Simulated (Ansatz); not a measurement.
ZnO, first-principles data

ZnO:
```yaml
crystal:
  lattice:
    - [3.22241, 0.00000, 0.00000]
    - [-1.61121, 2.79069, 0.00000]
    - [0.00000, 0.00000, 10.47055]
  atoms:
    - { symbol: Zn, position: [0.00000, 0.00000, 0.00067] }
    - { symbol: Zn, position: [0.00000, 0.00000, 0.50067] }
    - { symbol: Zn, position: [0.66667, 0.33333, 0.75052] }
    - { symbol: Zn, position: [0.33333, 0.66667, 0.25052] }
    - { symbol: O, position: [0.00000, 0.00000, 0.81210] }
    - { symbol: O, position: [0.00000, 0.00000, 0.31210] }
    - { symbol: O, position: [0.66667, 0.33333, 0.56234] }
    - { symbol: O, position: [0.33333, 0.66667, 0.06234] }
```

Space group P6_3mc (No. 186); conventional cell a = b = 3.2224 Å, c = 10.4706 Å, α = β = 90.00°, γ = 120.00°.

Method: plane-wave PAW PBEsol (Ansatz code). Structure relaxed to zero pressure with the same functional. Other levels are named where they apply.

**Cell and energy**

```yaml
volume_per_atom: 11.77 Å³
density: 5.74 g/cm³
Formation energy from the elements (no fitted shifts): -1.43 eV/atom
```

**Electronic structure**

```yaml
band_gap: 0.65 eV (direct)
valence_band_maximum: at Γ
conduction_band_minimum: at Γ
electron_effective_mass: 0.12 mₑ (isotropic)
Hole effective mass, band 2 of 2 at the edge: 0.13 along x (mₑ)
HSE06 gap on the PBEsol cell: 2.47 eV
```

**Mechanics**

```yaml
Bulk modulus (Birch–Murnaghan fit): 145 GPa
Pressure derivative B′: 4.4
Elastic constants (relaxed ions, GPa): C11 = 202, C12 = 127, C13 = 105, C33 = 224, C44 = 35.0
mechanical_stability: stable (all eigenvalues of C positive)
hill_bulk_and_shear_moduli: 145 and 40.1 GPa
Young's modulus: 110 GPa
Poisson's ratio: 0.37
debye_temperature_from_the_elastic_constants: 390 K
Piezoelectric stress constants (proper, relaxed ions, C/m²): e15 = e24 = 0.49, e31 = e32 = 0.56, e33 = -1.11
```

**Dielectric response**

```yaml
Electronic dielectric constant ε∞ (DFPT): 5.48 (xx = yy), 5.50 (zz)
Born charges (a third of the trace): Zn +2.13 to +2.14, O -2.14 to -2.13 e
Largest static χ(2) component: 140 pm/V
```

A made-up cell: these elements were put on the sites of a structure type. Its sites differ from those of the usual phase in this space group: another stacking or structure type. The PBEsol relaxation kept the symmetry of its start; whether a distortion lowers the energy is not shown. Signs of piezoelectric constants follow the polarity of the cell as given. The references are the lowest solids computed at this level, not always the standard phases (solids in place of the gases).

Potentials: the later of the program's two PAW sets.
